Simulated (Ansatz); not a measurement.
**Structure relaxation, Pt**

The start is a generated trial cell of Pt in the AFLOW prototype A_tI2_139_a (A6, as in In). A full variable-cell relaxation at zero pressure is run with PBEsol (plane waves to 420 eV, PAW, scalar-relativistic; Ansatz, a quantum-chemistry and plane-wave program). First-step values are on the input's coarse k-mesh.

Ansatz input (later rounds restart from its end on a renewed k-mesh):
Ansatz 0.2 input:
```yaml
crystal:
  lattice:
    - [-1.5184884, 1.5184884, 1.6327332]
    - [1.5184884, -1.5184884, 1.6327332]
    - [1.5184884, 1.5184884, -1.6327332]
  atoms:
    - { symbol: Pt, position: [0, 0, 0] }
basis: { ecutwfc: 420, ecutrho_ratio: 4, xc_grid: 2, fft_grid_basis: typed }
kpoints: { mp_grid: { grid: [15, 15, 15] } }
hamiltonian:
  xc: pbesol
  dispersion: none
  pseudopotentials: { kind: paw }
scf: { occupations: { method: fermi_dirac, width: 0.05 } }
relax: { f_tol: 0.01, max_steps: 100, cell: { stress_tol: 0.02 } }
output: { forces: true, stress: true }
```

Task: What symmetry does the relaxed structure have?

Result: The space group goes from I4/mmm (No. 139) to Fm-3m (No. 225); the end is fcc (Cu type), with 1 atom in the primitive cell.

Task: By how much does the energy per atom fall from start to end?

Result: 0.09 eV/atom.

Task: How do the shortest distances between atoms change?

Result: The closest pairs of elements (up to four, under 3.6 Å), start → end: Pt–Pt 2.70 → 2.77 Å.

Task: What band gap does the relaxed structure have at this level?

Result: Zero (metallic).

Task: Give the final cell and atomic positions.

Result: 
```cif
data_Pt4
_chemical_formula_sum 'Pt4'
_space_group_name_H-M_alt 'Fm-3m'
_space_group_IT_number 225
_space_group_name_Hall '-F 4 2 3'
_cell_length_a 3.91826
_cell_length_b 3.91826
_cell_length_c 3.91826
_cell_angle_alpha 90.000
_cell_angle_beta 90.000
_cell_angle_gamma 90.000
loop_
_atom_site_label
_atom_site_type_symbol
_atom_site_symmetry_multiplicity
_atom_site_Wyckoff_symbol
_atom_site_fract_x
_atom_site_fract_y
_atom_site_fract_z
_atom_site_occupancy
Pt1 Pt 4 a 0.00000 0.00000 0.00000 1
```
(The calculation used a cell of 1 atom; values per cell refer to that cell.)

Final values are on a 20×20×20 k-mesh of the relaxed cell. No spin polarisation in the result.

The run could not lose the symmetry of its start; a randomly shaken copy of 2 atoms returns to this structure.
